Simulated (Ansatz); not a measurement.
Ta (bcc (W type), Im-3m) at seven volumes, the program Ansatz at the r²SCAN+D4 level (PAW), scaled uniformly. One row is withheld.

| V (Å³/atom) | P (GPa) |
|---|---|
| 16.361 | 23.04 |
| 16.901 | ? |
| 17.440 | 6.52 |
| 17.979 | 0.00 |
| 18.519 | -5.68 |
| 19.058 | -10.64 |
| 19.597 | -14.94 |

Question: Fit the shown pressures and predict the withheld one.

Answer: P = (3/2)B₀(x^(7/2) − x^(5/2))[1 + (3/4)(B′ − 4)(x − 1)] with x = (V₀/V)^(2/3). Least squares on the six rows gives V₀ = 17.978 Å³/atom, B₀ = 204 GPa, B′ = 3.83. At V = 16.901, x = 1.0420 and P = 14.18 GPa. The run itself gave 14.13 GPa.

The r²SCAN+D4 relaxation kept the symmetry of its start. No spin polarisation was allowed. The pairwise dispersion correction was not fitted to metals. Spin–orbit coupling is left out wherever it is not named.

Potentials: the later of the program's two PAW sets.
